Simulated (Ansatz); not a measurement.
## B6As: do energies and stresses tell the same story?

Level of theory: DFT r2SCAN, scalar-relativistic, plane waves, PAW in Ansatz.

Plane waves to 500 eV, a k mesh through Γ of 6×6×6 on the computed 14-atom cell and Gaussian smearing (0.02 eV); no spin polarisation.

Relaxed cell: R-3m, a = 6.132 Å, b = 6.132 Å, c = 11.896 Å, α = 90.00°, β = 90.00°, γ = 120.00°, 14 atoms in the primitive cell. Whether it is the stable form of this composition wasn't checked.

Energies at zero smearing and pressures from the stress tensor, at volumes with shape and atoms relaxed:
| V (Å³/atom) | E − E(first) (meV/atom) | P (GPa) |
| --- | --- | --- |
| 8.117 | 0.00 | 30.65 |
| 8.394 | -44.68 | 21.31 |
| 8.670 | -74.32 | 13.19 |
| 8.947 | -90.87 | 6.14 |
| 9.224 | -96.05 | 0.00 |
| 9.500 | -91.36 | -5.32 |
| 9.777 | -78.09 | -9.93 |
| 10.146 | -49.02 | -15.14 |

**Question.** Check P = −dE/dV between neighbouring volumes, and get the bulk modulus from the pressures alone.

**Answer.** With 1 eV/Å³ = 160.2 GPa:
```tsv
middle V (Å³/atom)	−ΔE/ΔV (GPa)	mean P (GPa)
8.255	25.872	25.981
8.532	17.157	17.252
8.809	9.584	9.666
9.085	3.000	3.069
9.362	-2.717	-2.659
9.639	-7.681	-7.626
9.962	-12.623	-12.538
```

The two differ by 0.11 GPa at most. The mean of two end pressures misses the average over a step by about ΔV² P″/12, up to 0.11 GPa here; with that taken off 0.00 GPa remains. Around V = 9.224 Å³/atom, the two neighbours give B = −V ΔP/ΔV = 9.224 × 11.46 / 0.553 = 190.9 GPa, against B0 = 189.9 GPa from the Birch–Murnaghan fit of the energies.

Cost: 9 runs of about 13 core-minutes in all, on Oxide Virtual Turin-like Processor (Zen 5) (shared hosts).